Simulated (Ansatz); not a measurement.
KLiBeF4 in space group P6_3 (No. 173; Pearson symbol hP14), plane-wave PAW r²SCAN (Ansatz code). The conduction-band minimum lies at Γ, with 1 equivalent valley. Second derivatives d²E/dk² of the lowest band at one valley (eV·Å²), along Cartesian directions:

| direction | d²E/dk² |
|---|---|
| [100] | 11.77 |
| [010] | 11.77 |
| [001] | 11.20 |
| [110] | 11.77 |
| [101] | 11.49 |
| [011] | 11.49 |

**Question.** Find the principal effective masses, the density-of-states mass and the conductivity mass.

**Answer.** Off-diagonal terms follow from H_xy = H[110] − (H_xx + H_yy)/2, and m*/mₑ = 7.620 eV·Å² over each eigenvalue: 0.65, 0.65, 0.68. One valley's DOS mass (m₁m₂m₃)^(1/3) = 0.66, conductivity mass 3/(Σ 1/mᵢ) = 0.66 mₑ.

**Question.** What effective density of states Nc follows at 300 K for parabolic valleys?

**Answer.** Nc = 2.509e19 × 1 × (0.66)^(3/2) ≈ 1.3e19 cm⁻³.

The first step of the workflow began from a Materials Project structure, measured or hypothetical; the Crystallography Open Database copy checked does not list it. Its standing as an ambient phase is unchecked. Symmetry was held in the r²SCAN relaxation; its stability against distortions is not shown here.

Potentials: the later of the program's two PAW sets.

Edges and masses are those of Kohn–Sham bands, whose gap is no quasiparticle gap.
